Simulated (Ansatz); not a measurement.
One crystal and one scan (frozen-phonon scan) at two levels, r2SCAN (plane waves to 500 eV, PAW, scalar-relativistic; Ansatz, an electronic-structure program) and PBE (plane waves to 420 eV, PAW, scalar-relativistic; Ansatz), each from its own relaxed cell and on its own mesh. The cell shown is that of r2SCAN.

Starting cell, AlRu (CsCl type):

```yaml
crystal:
  lattice:
    - [2.98252, 0.00000, 0.00000]
    - [0.00000, 2.98252, 0.00000]
    - [0.00000, 0.00000, 2.98252]
  atoms:
    - { symbol: Al, position: [0.00000, 0.00000, 0.00000] }
    - { symbol: Ru, position: [0.50000, 0.50000, 0.50000] }
```

The atoms are displaced by Q × the pattern below (from a DFPT mode at Γ, largest move 1; Q in Å), at fixed cell. It is one choice among 3 degenerate patterns.

```tsv
atom	x	y	z
Al1	0.000	0.000	1.000
Ru2	0.000	0.000	-0.267
```

AlRu is run without spin polarisation. AlRu was relaxed with its symmetry unable to fall. With partly filled bands, energies and forces of such displacements shift with the k mesh and the smearing. Percentages come from the unrounded values.

Results of r2SCAN:

* **Lattice constant a (Å)**: 2.983
* **Harmonic wavenumber from the curvature (finite differences) (cm⁻¹ (negative: imaginary))**: 323
* **Shape of the curve**: a single well with its minimum at or next to zero displacement

Problem. Estimate the PBE values.

Solution. 
| quantity | PBE | r2SCAN − PBE |
|---|---|---|
| Lattice constant a (Å) | 3.004 | -0.021 (-0.7 %) |
| Harmonic wavenumber from the curvature (finite differences) (cm⁻¹ (negative: imaginary)) | 307 | +16 (+5.1 %) |

r2SCAN gives the higher value for: harmonic wavenumber from the curvature. r2SCAN gives the lower value for: lattice constant a. Both give the same shape of the curve: a single well with its minimum at or next to zero displacement.

(For displaced atoms, the force is minus the slope of the energy, and its curvature is a force constant, which sets phonon frequencies.)
